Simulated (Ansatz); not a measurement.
Input:

AlP:
```yaml
crystal:
  lattice:
    - [3.82091, 0.00000, 0.00000]
    - [-1.91045, 3.30900, 0.00000]
    - [0.00000, 0.00000, 8.63292]
  atoms:
    - { symbol: Al, position: [0.00000, 0.49982, 0.66667] }
    - { symbol: Al, position: [0.50018, 0.50018, 0.00000] }
    - { symbol: Al, position: [0.49982, 0.00000, 0.33333] }
    - { symbol: P, position: [0.00000, 0.49989, 0.16667] }
    - { symbol: P, position: [0.50011, 0.50011, 0.50000] }
    - { symbol: P, position: [0.49989, 0.00000, 0.83333] }
```

This is the PBEsol-relaxed structure.

All from plane-wave PAW PBEsol (Ansatz code), unless another level is named. Estimate the static dielectric constant ε0 (ions relaxed, cell fixed).

21.8 (xx = yy), 18.0 (zz).

Predict the electronic dielectric constant ε∞ (DFPT).

12.6 (xx = yy), 14.0 (zz).

Predict the Born charges (a third of the trace).

Al +2.70, P -2.70 e.

Space group P6_422. The start of the workflow was typed in or built on a structure type; neither database checked (COD, Materials Project) lists it. It is not the phase usual at ambient conditions (space group No. 216). The cell was relaxed with PBEsol under the symmetry of its start; its stability against distortions is not shown here.

Potentials: the earlier of the program's two PAW sets. The files were generated under PBE; for other functionals the program regenerates the frozen cores, and for LDA and PBEsol the local potential too.
